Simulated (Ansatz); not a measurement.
Relaxed candidate structures of BN:

A. Pm-3n (No. 223), cP12; a = 4.419 Å, b = 4.419 Å, c = 4.419 Å, α = 90.00°, β = 90.00°, γ = 90.00°; B 6c (0.000, 0.500, 0.250); N 6d (0.000, 0.250, 0.500)

B. P6₃mc (No. 186), hP12, AFLOW prototype AB_hP12_186_a2b_a2b (B6, as in SiC); a = 2.547 Å, b = 2.547 Å, c = 12.529 Å, α = 90.00°, β = 90.00°, γ = 120.00°; B 2a (0.000, 0.000, 0.500); B 2b (0.333, 0.667, 0.167); B 2b (0.667, 0.333, 0.333); N 2a (0.000, 0.000, 0.126); N 2b (0.333, 0.667, 0.292); N 2b (0.667, 0.333, 0.458)

C. P4₂/mnm (No. 136), tP8; a = b = 4.3988 Å, c = 2.5384 Å, α = β = γ = 90.00°; B 4f (0.326, 0.326, 0.000); N 4g (0.188, 0.188, 0.500)

D. F-43m (No. 216), cF8, zinc blende type; a = b = c = 3.6057 Å, α = β = γ = 90.00°; N 4c (0.250, 0.250, 0.250); B 4a (0.000, 0.000, 0.000)

Question: Put the candidates in order of energy per atom, lowest first, for PBEsol (plane waves to 420 eV, PAW, scalar-relativistic; Ansatz, a first-principles code).

Answer: D (reference, the lowest among the structures calculated here), B (+0.004 eV/atom), C (+0.113 eV/atom), A (+0.296 eV/atom)

Question: Give each candidate's band gap.

Answer: No candidate is metallic. A: 4.39 eV (no spin-orbit coupling); B: 5.04 eV (no spin-orbit coupling); C: 4.58 eV (no spin-orbit coupling); D: 4.30 eV (no spin-orbit coupling).

1 run with a doubtful electronic state, a coarser numerical grid, an end not at rest or a source that can't be used is left out. 5 generated cells of layers, chains or molecules, poorly bound without dispersion, are left out. Each run could gain symmetry but not lose that of its start, so entries can be saddle points. From databases, or of a type measured for this composition: F-43m, cF8, zinc blende type; the others are generated cells (placed on structure types, drawn at random, substituted or restacked) that were not matched to a known phase here. Static energies at zero pressure. No spin polarisation in the result. Gaps of cells over 8 atoms come from the SCF mesh and high-symmetry points alone.
